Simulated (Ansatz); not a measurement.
A relaxed structure of KF. Space group Fm-3m (No. 225), rock salt type. All values below come from PBEsol (plane waves to 420 eV, PAW, scalar-relativistic; Ansatz, a program for electronic structure).

```xyz
2
Lattice="0.0000 2.6531 2.6531 2.6531 0.0000 2.6531 2.6531 2.6531 0.0000" Properties=species:S:1:pos:R:3 pbc="T T T"
F      0.0000     0.0000     0.0000
K      2.6531     2.6531     2.6531
```

| Property | Value |
|---|---|
| Volume per atom | 18.67 Å³ |
| Band gap | 6.15 eV, direct at Γ (no spin-orbit coupling) |
| Shortest distances | F–K 2.65 Å |
| k-mesh | 11×11×11 |

Band energies at high-symmetry points (eV from the VBM; labels of this space group; no spin-orbit coupling), from −5 eV up to 10.4 eV:

| point | energies |
|---|---|
| Γ | 0.00 0.00 0.00 6.15 |
| X | -0.20 -0.05 -0.05 8.13 10.36 |
| U | -0.35 -0.20 -0.19 8.91 |
| K | -0.35 -0.20 -0.19 8.91 |
| L | -0.83 -0.37 -0.37 9.07 |
| W | -0.43 -0.16 -0.16 9.71 9.71 |

No spin polarisation in the result.

Measured for KF: a 5.311 Å (0 K or low temperature; as listed in Klaus Doll, Hermann Stoll, Phys. Rev. B (1997)); gap 10.8 eV (as listed in Aguado et al., arXiv (1998)). Computed minus measured — a: PBEsol -0.1 %; gap: PBEsol -4.65 eV. The computed values are for a static lattice, and a measured gap can be an optical one, lowered by exciton binding.

The run could not lose the symmetry of its start; a randomly shaken copy of 2 atoms returns to this structure.

All atoms sit on sites fixed by symmetry, so only the cell could relax.
